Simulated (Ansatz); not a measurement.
## How the vibrations of TaAl$_{3}$ change with volume

Theory: DFT LDA, scalar-relativistic, plane waves, PAW (Ansatz 0.2.0). Plane waves to 420 eV; Γ-centred k mesh 16×16×16; Fermi-Dirac smearing of 0.15 eV. No spin polarisation. Phonons by linear response, acoustic sum rule imposed.

The cell, relaxed at this level:
Space group I4/mmm (No. 139). a = 3.797 Å, b = 3.797 Å, c = 8.444 Å, α = 90.00°, β = 90.00°, γ = 90.00°
```json
{"atom": "Ta", "site": "2b", "symmetry": "4/mmm", "x": "0.5000", "y": "0.5000", "z": "0.0000"}
{"atom": "Al", "site": "2a", "symmetry": "4/mmm", "x": "0.0000", "y": "0.0000", "z": "0.0000"}
{"atom": "Al", "site": "4d", "symmetry": "-4m2", "x": "0.0000", "y": "0.5000", "z": "0.2500"}
```

In a metal, frequencies depend on the k mesh and the smearing, soft modes most. Spin–orbit coupling is left out, which can shift energies with elements as heavy as these.

Cells at 0.98 and 1.02 times the equilibrium volume were relaxed in shape and atoms; γ = −d ln ν / d ln V, modes matched by rank.

Question: Give the optical frequencies at Γ (cm⁻¹) at the three volumes and the mode Grüneisen parameters.

Answer:
| 0.98 V | V | 1.02 V | γ | degeneracy |
| --- | --- | --- | --- | --- |
| 169 | 164 | 159 | 1.50 | 1 |
| 217 | 210 | 202 | 1.80 | 2 |
| 298 | 289 | 279 | 1.68 | 1 |
| 329 | 316 | 304 | 1.98 | 1 |
| 350 | 338 | 327 | 1.63 | 2 |
| 375 | 363 | 352 | 1.59 | 2 |

Question: What pressures hold the two strained cells, and what bulk modulus follows?

Answer: 3.03 GPa at 0.98 V and -2.73 GPa at 1.02 V, so B = −dP/d ln V ≈ 144 GPa.